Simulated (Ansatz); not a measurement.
Computed with DFT PBE, scalar-relativistic, plane waves, PAW (Ansatz). Settings: cutoff 420 eV, Γ-centred meshes spaced at most about 0.3 Å⁻¹, and about 0.25 Å⁻¹ or finer for metals (2π included), Gaussian smearing. Collinear spin in cells that started with moments and kept them past the coarse steps, no spin elsewhere.

Temperature and zero-point effects are left out.

Two relaxed structures of AlPdC4N4:

1. (site moments Pd 0.7 μB)

```
Al Pd C N
1.0
     6.08858    0.00000    0.00000
     0.00000    6.08858    0.00000
     0.00000    0.00000    6.08858
Al Pd C N
1 1 4 4
Direct
  0.00000 0.00000 0.00000
  0.50000 0.50000 0.50000
  0.18680 0.18680 0.18680
  0.18680 0.81320 0.81320
  0.81320 0.18680 0.81320
  0.81320 0.81320 0.18680
  0.29725 0.29725 0.29725
  0.29725 0.70275 0.70275
  0.70275 0.29725 0.70275
  0.70275 0.70275 0.29725
```

2. (site moments Pd 0.4 μB)

```
Al Pd C N
1.0
     5.84363    0.00000    0.00000
     0.00000    5.84363    0.00000
     0.00000    0.00000    5.84363
Al Pd C N
1 1 4 4
Direct
  0.50000 0.50000 0.50000
  0.00000 0.00000 0.00000
  0.20176 0.20176 0.20176
  0.20176 0.79824 0.79824
  0.79824 0.20176 0.79824
  0.79824 0.79824 0.20176
  0.31801 0.31801 0.31801
  0.31801 0.68199 0.68199
  0.68199 0.31801 0.68199
  0.68199 0.68199 0.31801
```

Task: Which arrangement of the elements on these sites is preferred, and by what margin?

Result: Cell 2 is lower, by 214 meV/atom. The two share one framework of sites and differ in which element sits where. Cell 1 has space group P-43m (No. 215), 22.6 Å³/atom and no gap on its mesh; cell 2 has space group P-43m (No. 215), 20.0 Å³/atom and no gap. The shortest distance is 1.16 Å (C–N) in cell 1 and 1.18 Å (C–N) in cell 2. The denser one is the lower, and pressure would at first widen the difference. Even the lower one lies +0.22 eV/atom against the reference forms of the elements (uncorrected), so neither is stable at this level. In cell 1, around Al lie 4 C at 1.97 Å; Pd is surrounded by 4 N at 2.14 Å; C has 1 N at 1.16 Å and 1 Al at 1.97 Å; N is surrounded by 1 C at 1.16 Å and 1 Pd at 2.14 Å. In cell 2, around Al lie 4 N at 1.84 Å; Pd has 4 C at 2.04 Å; C is surrounded by 1 N at 1.18 Å and 1 Pd at 2.04 Å; N is surrounded by 1 C at 1.18 Å and 1 Al at 1.84 Å. Both come from invented guesses.

Another magnetic order may lie lower. Cells relaxed within their symmetry can be saddle points.
